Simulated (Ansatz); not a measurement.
## An inverse problem

Cell vectors (Å):

```
3.4688 0.0000 0.0000
0.0000 3.4688 0.0000
0.0000 0.0000 3.4688
```

```tsv
atom	a	b	c
X	0.0000	0.0000	0.0000
Pd	0.5000	0.5000	0.5000
```

Method: PBEsol, PAW on Ansatz 0.2.0's default frozen-core files (fitted under PBE), scalar-relativistic. k mesh 12×12×12, strains of ±0.008, Fermi-Dirac smearing of 0.080 eV.

Elastic constants of a crystal by Kohn-Sham DFT: slopes of the stress over finite engineering strains of the given cell, Voigt indices, Cartesian axes as in the cell vectors.

```csv
index,elastic (GPa)
11,90.3
12,50.2
44,30.6
```

Problem. All X atoms are one element. Which one was computed?

Solution. Ca; the crystal is CaPd (Pm-3m, a database entry that needn't be its stable phase).

Limits of these numbers: frozen-core PAW files fitted under PBE, their cores solved anew for the functional of the run; responses of metals move with mesh and smearing.
